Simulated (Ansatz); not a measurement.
Consider the following.

HfN (rock salt)

```cif
data_Hf4N4
_chemical_formula_sum 'N4 Hf4'
_space_group_name_H-M_alt 'Fm-3m'
_space_group_IT_number 225
_space_group_name_Hall '-F 4 2 3'
_cell_length_a 4.52548
_cell_length_b 4.52548
_cell_length_c 4.52548
_cell_angle_alpha 90.000
_cell_angle_beta 90.000
_cell_angle_gamma 90.000
loop_
_atom_site_label
_atom_site_type_symbol
_atom_site_symmetry_multiplicity
_atom_site_Wyckoff_symbol
_atom_site_fract_x
_atom_site_fract_y
_atom_site_fract_z
_atom_site_occupancy
N1 N 4 a 0.00000 0.00000 0.00000 1
Hf1 Hf 4 b 0.50000 0.50000 0.50000 1
```
(The calculation used a cell of 2 atoms; values per cell refer to that cell.)

Equation-of-state scan: isotropic scaling of the cell above, V₀ being its volume. Symmetry pins the atoms to their sites.

Calculation: r2SCAN (plane waves to 500 eV, PAW, scalar-relativistic; Ansatz, an electronic-structure program). k mesh 18×18×18 (Γ-centred), Fermi-Dirac smearing 0.05 eV. E stands for the smeared free energy. Stress and pressure are positive under compression. HfN is run without spin polarisation. HfN was relaxed with its symmetry unable to fall. Spin-orbit coupling is left out, though Hf is heavy. The zero of ΔE is the relaxed starting cell.

The scan covers V/V₀ from 0.900 to 1.100 in 11 points.

Task: What is ΔE at V/V₀ = 1.100?

Result: 86 meV/atom.

Task: What is ΔE at V/V₀ = 0.900?

Result: 122 meV/atom.

Task: What pressure does the cell carry at V/V₀ = 0.900?

Result: 37.1 GPa.

(A scan under strain: stresses follow from slopes of the energy per volume, elastic moduli from its curvatures.)
